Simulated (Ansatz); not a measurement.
With plane-wave PAW r²SCAN (Ansatz code), Si$_{5}$Te$_{8}$ in the trigonal phase (P-3m1; Pearson symbol hP13) relaxes to a = 7.792 Å, c = 6.783 Å. Si on 1a has 6 nearest neighbours from 2.76 Å (octahedral); Si on 3e has 6 nearest neighbours from 2.72 Å (octahedral); Te on 2d has 3 nearest neighbours from 2.72 Å (trigonal pyramidal). Its formation energy from the elements is 12 kJ/mol-atom, with no fitted shifts.

Electronic character: metallic (no gap).

The bulk modulus is 35.1 GPa. Bader charges are Si +0.49 to +0.64, Te -0.39 to -0.34 e.

The start of the workflow was typed in or built on a structure type; neither database checked (COD, Materials Project) lists it. Its standing as an ambient phase is unchecked. Symmetry was held in the r²SCAN relaxation; whether a distortion lowers the energy is not shown. The references are the lowest solids computed at this level, not always the standard phases. Spin–orbit coupling is left out wherever it is not named.

Potentials: the earlier of the program's two PAW sets.
